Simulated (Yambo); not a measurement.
Yambo run on AlP (zinc blende, space group F-43m, No. 216). The wavefunctions are norm-conserving PBEsol (Quantum ESPRESSO, 44 Ry, no spin-orbit coupling) ones on a 4×4×4 mesh (4 occupied bands); a = b = c = 3.8677 Å, α = β = γ = 60.00°.

Yambo input:

```
rim_cut
gw0
dyson
el_el_corr
HF_and_locXC
mpa
em1d
RandQpts= 1000000
RandGvec= 1 Ry
EXXRLvcs= 44 Ry
VXCRLvcs= 176 Ry
Chimod= "HARTREE"
% BndsRnXm
 1 | 148 |
%
NGsBlkXm= 14 Ry
% LongDrXm
 1.0 | 1.0 | 1.0 |
%
EnSampXm= "2l"
EnGridXm= "lP"
% EnRngeXm
 0.0 | 40.0 | eV
%
% ImRngeXm
 2.72114 | 27.21138 | eV
%
% DmRngeXm
 0.02721 | 2.72114 | eV
%
ETStpsXm= 8
IntSolXm= "PT"
% GbndRnge
 1 | 148 |
%
GTermKind= "none"
DysSolver= "n"
ExtendOut
% QPkrange
 1 | 1 | 4 | 5 |
 7 | 7 | 5 | 5 |
%
```

k points by index: 1 = Γ, 7 = X.

The o-*.qp file then holds:

```
#    K-point    Band    Eo [eV]    E [eV]    E-Eo [eV]    Vxc [eV]    Vnlxc [eV]    Sc|Eo [eV]    Sc|E [eV]    dSc/dw|Eo [eV]    Re(Z)    Im(Z)
#
    1    4    0.000000    -0.914404    -0.914404    -11.78204    -14.04728    1.067084    1.350834    -8.430447    0.763456    -0.002983
    1    5    3.128636    3.250472    0.121835    -10.08788    -5.570974    -4.359900    -4.395075    -7.891605    0.775174    -0.003166
    7    5    1.445723    1.562113    0.116390    -8.395358    -4.564705    -3.683840    -3.714264    -7.132672    0.792309    -0.002541
```
(The two width columns are left out.) Convergence of these settings isn't established.

Geometry relaxed with PBEsol.
